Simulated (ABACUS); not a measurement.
# Worked estimates from a calculation on HgTe (F-43m, 2 atoms in the cell; from Materials Project mp-2730, lattice scaled a little)

```
HgTe
1.0
    0.00000     3.25840     3.25840
    3.25840     0.00000     3.25840
    3.25840     3.25840     0.00000
Hg Te
1 1
Direct
  0.00000   0.00000   0.00000
  0.25000   0.25000   0.25000
```

All values come from this method and carry its errors: ABACUS with LDA (PW92), numerical atomic orbitals TZP (confined pseudo-atomic orbitals with Gaussian additions; energy shift 0.003 Ry), PseudoDojo 0.4 standard norm-conserving LDA (tails mended) pseudopotentials.

Main settings: basis = TZP numerical atomic orbitals, energy shift 0.003 Ry; KPT = Gamma 12 12 12 0 0 0; basis_type = lcao; dft_functional = PWLDA; ecutwfc = 100 Ry; smearing_method = mp; smearing_sigma = 0.00734986 Ry; potentials = PseudoDojo 0.4 standard norm-conserving LDA (tails mended).

The atom-centred basis is finite, which shifts total energies and pressures against plane waves. The structure comes from a collection of computed structures, made at another level of theory; the collection holds predicted forms beside known ones. Its lattice was then scaled.

The cell was also run at V = 68.498 Å³ (F = -7381.92476 eV, P = -1.02 GPa) and V = 69.882 Å³ (F = -7381.91212 eV, P = -1.82 GPa), scaled uniformly; the base has V = 69.190 Å³, P = -1.43 GPa and F₀ = -7381.91925 eV.

Problem. Check the pressure against the energies, and estimate the bulk modulus and the volume of zero pressure.

Solution. P = −dF/dV ≈ −(0.01264 eV)/(1.384 Å³) = -0.00913 eV/Å³; times 160.218 GPa per eV/Å³ this is -1.46 GPa, against -1.43 GPa from the stress tensor. B = −V dP/dV ≈ −69.190 × (-0.80 GPa)/(1.384 Å³) = 40 GPa at this volume. The curvature of the energies, B = V (F₊ + F₋ − 2F₀)/(ΔV/2)², gives 38 GPa. To first order the pressure vanishes at V0 ≈ V(1 + P/B) = 66.72 Å³, so all lengths change by about -1.21 %. Shape and fractional positions were held, which usually makes B too large where they are free.

Atom 1 (Hg, mass 200.59 u) was moved by −0.04 and +0.04 Å along y. The force on it along y was 0.141 and -0.141 eV/Å, and the free energy of the cell changed by 2.99 and 2.99 meV.

Problem. Find the force constant in two ways and the frequency of this atom against fixed neighbours.

Solution. From the forces, k = −(F₊ − F₋)/(2u) = −(-0.141 − (0.141))/0.080 = 3.52 eV/Å². From the energies, k = (ΔE₊ + ΔE₋)/u² = 0.00598 eV/(0.04 Å)² = 3.74 eV/Å². They differ by about 6 %; finite steps, anharmonic terms and grid noise can each give a difference of this size. With ν = 15.633 THz × √(k/m) for k in eV/Å² and m in u, ν = 2.1 THz (69 cm⁻¹). All periodic images move together and the other atoms are held, so this is no normal mode of the crystal.

The atomic orbitals were generated for these runs; they are not ABACUS's published sets and were checked against plane waves on a few crystals only.

“Tails mended”: in these copies of the files the far tail of each local potential was reset to the Coulomb form.
